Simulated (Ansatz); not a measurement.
Fields on a plane of ZrPbO3 (cubic perovskite)

```
ZrPbO3
1.0
    4.10859     0.00000     0.00000
    0.00000     4.10859     0.00000
    0.00000     0.00000     4.10859
Zr Pb O
1 1 3
Direct
  0.00000   0.00000   0.00000
  0.50000   0.50000   0.50000
  0.50000   0.00000   0.00000
  0.00000   0.50000   0.00000
  0.00000   0.00000   0.50000
```

The slice is a {110} plane (indices of the conventional cell) through the point (0.000, 0.000, 0.000) (fractional), spanned by u = [100] and v = [011] in vectors of this cell: u (4.11 Å) and v (5.81 Å, at 90° to u). It covers one period; positions are fractions (u, v).

Atoms on it: Zr at (0.00, 0.00); Pb at (0.50, 0.50); O at (0.50, 0.00).

These are LDA (plane waves to 420 eV, PAW, scalar-relativistic; Ansatz, a first-principles code) values and carry that method's errors. k mesh 8×8×8. These are valence fields of a PAW run, semicore shells included where kept as valence: close to a nucleus they are smooth pseudo fields. Spin-orbit coupling is left out, though Pb is heavy. This is a high-temperature form of ZrPbO3. ZrPbO3 is run without spin polarisation. ZrPbO3 was relaxed with its symmetry unable to fall.

```tsv
v \ u	0.00	0.15	0.30	0.45	0.60	0.75	0.90
0.93	0.6	0.3	-0.2	0.5	0.3	-0.3	0.5
0.86	0.1	-0.4	-0.7	-0.2	-0.4	-0.7	-0.1
0.79	-0.7	-0.9	-1.0	-0.8	-0.9	-1.1	-0.8
0.71	-0.9	-1.0	-0.9	-0.6	-0.7	-1.0	-1.0
0.64	-1.1	-1.1	-0.5	0.1	0.0	-0.7	-1.1
0.57	-1.3	-1.0	0.0	0.7	0.5	-0.4	-1.2
0.50	-1.4	-1.0	0.1	0.9	0.8	-0.2	-1.2
0.43	-1.3	-1.0	0.0	0.7	0.5	-0.4	-1.2
0.36	-1.1	-1.1	-0.5	0.1	0.0	-0.7	-1.1
0.29	-0.9	-1.0	-0.9	-0.6	-0.7	-1.0	-1.0
0.21	-0.7	-0.9	-1.0	-0.8	-0.9	-1.1	-0.8
0.14	0.1	-0.4	-0.7	-0.2	-0.4	-0.7	-0.1
0.07	0.6	0.3	-0.2	0.5	0.3	-0.3	0.5
0.00	0.4	0.5	0.0	0.8	0.7	-0.1	0.6
```

Values: log₁₀ of the valence density in e/Å³. The scale is logarithmic, as a density can span decades between atoms and voids.

```tsv
v \ u	0.00	0.10	0.20	0.30	0.40	0.50	0.60	0.70	0.80	0.90
0.96	x	0.75	0.53	0.50	0.80	x	0.80	0.50	0.53	0.75
0.86	0.64	0.45	0.08	0.24	0.67	0.74	0.67	0.24	0.08	0.45
0.75	0.06	0.06	0.05	0.07	0.10	0.11	0.10	0.07	0.05	0.06
0.64	0.05	0.05	0.11	0.33	0.45	0.45	0.45	0.33	0.11	0.05
0.54	0.02	0.06	0.30	0.45	0.09	x	0.09	0.45	0.30	0.06
0.43	0.03	0.05	0.25	0.46	0.23	0.05	0.23	0.46	0.25	0.05
0.32	0.06	0.06	0.08	0.22	0.36	0.40	0.36	0.22	0.08	0.06
0.21	0.07	0.05	0.04	0.07	0.13	0.16	0.13	0.07	0.04	0.05
0.11	0.82	0.77	0.20	0.36	0.80	0.81	0.80	0.36	0.20	0.77
0.00	x	0.68	0.57	0.53	0.77	x	0.77	0.53	0.57	0.68
```

Values: electron localisation function (ELF). Points within 0.4 Å of a nucleus are blanked (x), as the pseudised field means little there.

Density on the Zr–O line (2.05 Å) at its density minimum, 1.1 Å from Zr: 0.73 e/Å³
ELF at that point: 0.2
